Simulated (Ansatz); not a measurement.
Values for one crystal, relaxed and computed with LDA (plane waves, PAW; program Ansatz); other levels are named.

```yaml
volume_per_atom: 21.68 Å³
band_gap: 0.47 eV (indirect)
conduction_band_minimum: at R (2 equivalent valleys)
Hole effective mass, band 2 of 2 at the edge: 0.051 along x, 0.34 along z (mₑ)
electron_effective_mass: 0.11, 0.17, 0.22 mₑ (principal values)
Pressure derivative B′: 4.6
Hole effective mass, band 1 of 2 at the edge: 2.4 along x, 0.34 along z (mₑ)
```

Which of these materials gives this?
A. LiH, rock salt
B. HfO2, Pca2_1 (Hf on 4a, O on 4a, O on 4a)
C. PI2, P-1 (P on 2i, I on 2i, I on 2i)
D. ZnSnP2, P-4m2 (Zn on 1a, Sn on 1c, P on 2g)

D, ZnSnP2, P-4m2 (Zn on 1a, Sn on 1c, P on 2g)

The workflow started from a Materials Project entry (that database holds measured and hypothetical structures alike); the Crystallography Open Database copy checked does not list it. Its standing as an ambient phase is unchecked. Symmetry was held in the LDA relaxation; whether a distortion lowers the energy is not shown. Spin–orbit coupling is left out wherever it is not named.

Potentials: the later of the program's two PAW sets.
